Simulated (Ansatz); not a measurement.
ScAl:
```yaml
crystal:
  lattice:
    - [3.34429, 0.00000, 0.00000]
    - [0.00000, 3.34429, 0.00000]
    - [0.00000, 0.00000, 3.34429]
  atoms:
    - { symbol: Sc, position: [0.50000, 0.50000, 0.50000] }
    - { symbol: Al, position: [0.00000, 0.00000, 0.00000] }
```

Relaxed with PBEsol. Special points in fractions of this cell's reciprocal vectors: Γ (0.000, 0.000, 0.000); X (0.000, 0.500, 0.000); M (0.500, 0.500, 0.000); R (0.500, 0.500, 0.500).

List the band energies nearest the Fermi level at these points for plane-wave PAW PBEsol (Ansatz code).

In eV from the Fermi level; about four levels below and three above (degenerate sets whole), none deeper than 8.9 eV; points with the same levels are listed once.

```
k                    below           above
-  -----------------------  --------------
Γ        -8.52 -0.69 -0.69  2.80 2.80 2.80
X              -5.67 -4.59  0.28 0.81 0.81
M  -4.73 -1.84 -1.84 -0.84  1.58 1.58 3.82
R  -2.58 -2.58 -2.58 -0.33  2.98 2.98 2.98
```

Space group Pm-3m (CsCl type). The workflow started from a Materials Project entry (that database holds measured and hypothetical structures alike); the Crystallography Open Database copy checked does not list it. With Sc and Al taken as one species the cell has the higher symmetry Im-3m, so it may be an ordered model of a mixed-site phase. Its standing as an ambient phase is unchecked. The PBEsol relaxation kept the symmetry of its start; of distortions, only those at the zone centre were tested. No spin polarisation was allowed.

Potentials: the later of the program's two PAW sets.
